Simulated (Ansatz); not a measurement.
# Collinear states of MgV3

Computed with DFT PBE, scalar-relativistic, plane waves, PAW (Ansatz).

```xyz
4
Lattice="3.9031 0.0000 0.0000 0.0000 3.9031 0.0000 0.0000 0.0000 3.9031" Properties=species:S:1:pos:R:3 pbc="T T T"
V     0.0000    1.9515    1.9515
V     1.9515    0.0000    1.9515
V     1.9515    1.9515    0.0000
Mg    0.0000    0.0000    0.0000
```

| Item | Value |
| --- | --- |
| plane-wave cutoff | 420 eV |
| Γ-centred k-mesh | 12×12×12 |
| occupation rule | Gaussian smearing, 0.1 eV |
| list of starting moments (μB, in atom order) | 2 2 2 0 |
| check for lower electronic states after the SCF | off |

All runs keep this geometry, which stands near equilibrium for the lowest state (largest force there 0.000 eV/Å, pressure 0.0 GPa) and needn't be a stable compound; relaxing each order can shift differences of a few meV. Signs run over the atoms with starting moments. A propagation vector, in units of the reciprocal vectors, doubles the cell, which takes an equally dense mesh. The large starts are 3.5 3.5 3.5 0 μB. The small starts are 0.5 0.5 0.5 0 μB. Site moments are spin moments in atom-centred spheres that scale with the neighbour distance. The states are those that the runs reached from these starts; a lower one can exist.

```csv
start,ends,energy above lowest (meV/atom),site moments (μB),gap on mesh (eV),P (GPa)
no spin,non-magnetic,3.40,none over 0.05,metal,-0.3
ferromagnetic,ferromagnetic,0.00,V +0.33 (×3),metal,0.0
large parallel starting moments,ferromagnetic,0.00,V +0.33 (×3),metal,0.0
"ferrimagnetic in the cell, signs ++-",ferromagnetic,0.00,V +0.33 (×3),metal,0.0
"antiferromagnetic, doubled cell, propagation vector (0, 0, 1/2)",non-magnetic,3.40,none over 0.05,metal,-0.3
"antiferromagnetic, doubled cell, propagation vector (0, 1/2, 1/2)",non-magnetic,3.40,none over 0.05,metal,-0.3
"antiferromagnetic, doubled cell, propagation vector (1/2, 1/2, 1/2)",non-magnetic,3.40,none over 0.05,metal,-0.3
small parallel starting moments,ferromagnetic,0.00,V +0.33 (×3),metal,0.0
```

Cost: 8 runs of about 22 core-minutes in all, on Arm Neoverse V1 (shared hosts).